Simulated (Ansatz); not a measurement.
One crystal and one scan (frozen-phonon scan) at two levels, PBE (plane waves to 420 eV, PAW, scalar-relativistic; Ansatz, an electronic-structure program) and r2SCAN (plane waves to 500 eV, PAW, scalar-relativistic; Ansatz), each from its own relaxed cell and on its own mesh.

The crystal is GaN (wurtzite); a phonon pattern at A = (0.0, 0.0, 0.5) is frozen into a 8-atom cell, Q being the largest atomic displacement.

GaN was relaxed with its symmetry unable to fall.

```json
[
 {"quantity": "Lattice constant a (Å)", "run 1": "3.183", "run 2": "3.218"},
 {"quantity": "Lattice constant c (Å)", "run 1": "5.184", "run 2": "5.243"},
 {"quantity": "Relaxed volume (Å³/atom)", "run 1": "11.37", "run 2": "11.76"},
 {"quantity": "Harmonic wavenumber from the curvature (finite differences) (cm⁻¹ (negative: imaginary))", "run 1": "108", "run 2": "104"}
]
```

### Question
Which run is which level?

### Answer
Run 2 is PBE, run 1 is r2SCAN. PBE gives the higher value for: lattice constant a; lattice constant c; relaxed volume. PBE gives the lower value for: harmonic wavenumber from the curvature. Both give the same shape of the curve: a single well with its minimum at or next to zero displacement.

(A displaced cell: forces are minus the slopes of the energy, force constants its curvatures, and phonons follow from these.)
